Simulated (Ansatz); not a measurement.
Cu$_{3}$Si:
```cif
data_Cu6Si2
_chemical_formula_sum 'Si2 Cu6'
_space_group_name_H-M_alt 'I4/mmm'
_space_group_IT_number 139
_space_group_name_Hall '-I 4 2'
_cell_length_a 3.58426
_cell_length_b 3.58426
_cell_length_c 7.16142
_cell_angle_alpha 90.000
_cell_angle_beta 90.000
_cell_angle_gamma 90.000
loop_
_atom_site_label
_atom_site_type_symbol
_atom_site_symmetry_multiplicity
_atom_site_Wyckoff_symbol
_atom_site_fract_x
_atom_site_fract_y
_atom_site_fract_z
_atom_site_occupancy
Si1 Si 2 a 0.00000 0.00000 0.00000 1
Cu1 Cu 4 d 0.00000 0.50000 0.25000 1
Cu2 Cu 2 b 0.00000 0.00000 0.50000 1
```
(The calculation used a cell of 4 atoms; values per cell refer to that cell.)

Relaxed at zero pressure with PBEsol in the plane-wave PAW code Ansatz.

Task: The volume is lowered by 9 % and shape and atoms relax at that volume. What pressure results, and how do the axes share the change?

Result: 19.9 GPa; a -3.3 %, b -3.3 %, c -2.7 %; the energy rises by 58 meV/atom.

Task: Give the new structure.

Result: 
Space group I4/mmm (No. 139); a = 3.4660 Å, b = 3.4660 Å, c = 6.9693 Å, α = 90.00°, β = 90.00°, γ = 90.00°

```
atom  site  symmetry       x       y       z
----  ----  --------  ------  ------  ------
Si      2a     4/mmm  0.0000  0.0000  0.0000
Cu      4d      -4m2  0.0000  0.5000  0.2500
Cu      2b     4/mmm  0.0000  0.0000  0.5000
```

The phase is kept; no other phase was compared at this pressure.

The workflow started from a Materials Project entry (that database holds measured and hypothetical structures alike); the Crystallography Open Database copy checked does not list it. Whether it is the stable phase at ambient conditions was not checked. Symmetry was held in the PBEsol relaxation; whether a distortion lowers the energy is not shown. No spin polarisation was allowed.

Potentials: the later of the program's two PAW sets.
